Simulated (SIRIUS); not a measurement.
Set-up for a self-consistent single point of MgZn3S4 (P1, 8 atoms in the cell; from Materials Project mp-1221971, changed as shown).

```
CELL_PARAMETERS angstrom
      6.31228     0.00000     0.00000
      0.00000     3.85447     0.00000
     -0.00527     0.00000     6.69322
ATOMIC_POSITIONS crystal
  Mg 0.50040 0.02075 0.66650
  Zn 0.49960 0.50000 0.16670
  Zn 0.99930 0.50000 0.83650
  Zn 0.99870 0.00000 0.32980
  S  0.11300 0.00000 0.66540
  S  0.12710 0.50000 0.16740
  S  0.63030 0.50000 0.84350
  S  0.62770 0.00000 0.32410
```

Level of theory: LDA (PW92), PseudoDojo 0.4 standard norm-conserving LDA (tails mended) pseudopotentials (plane waves; SIRIUS 7.12.0).

SIRIUS settings:

* **parameters.ngridk**: 2 3 2
* **parameters.xc_functionals**: [XC_LDA_X, XC_LDA_C_PW]
* **parameters.gk_cutoff**: 9.165 1/bohr
* **parameters.pw_cutoff**: 18.331 1/bohr
* **parameters.smearing**: gaussian
* **parameters.smearing_width**: 0.000367493 Ha
* **potentials**: PseudoDojo 0.4 standard norm-conserving LDA (tails mended) pseudopotentials
* **parameters.electronic_structure_method**: pseudopotential
* **parameters.num_bands**: 56
* **parameters.num_mag_dims**: 0
* **parameters.num_dft_iter**: 100
* **parameters.energy_tol**: 1e-07 Ha
* **parameters.density_tol**: 1e-06
* **mixer.type**: broyden2
* **mixer.beta**: 0.7
* **mixer.use_hartree**: true

Q: Estimate, at this level of theory: pressure and largest force (vector length).

A: The run gave:

```
Item                                Value
-----------------------------  ----------
Pressure                        -3.33 GPa
Largest force (vector length)  0.549 eV/Å
```

For comparison: a first run was changed to give this one (atom 1 moved by +0.08 angstrom along y), and from it to this one the free energy rises by 2.6 meV/atom, the pressure hardly changes (-3.38 to -3.33 GPa) and the largest force goes from 0.163 to 0.549 eV/Å.

The structure comes from a collection of computed structures, made at another level of theory; the collection holds predicted forms beside known ones.

Cost on one core: about 120 core-seconds (a rough figure).

“Tails mended”: in these copies of the files the far tail of each local potential was reset to the Coulomb form.
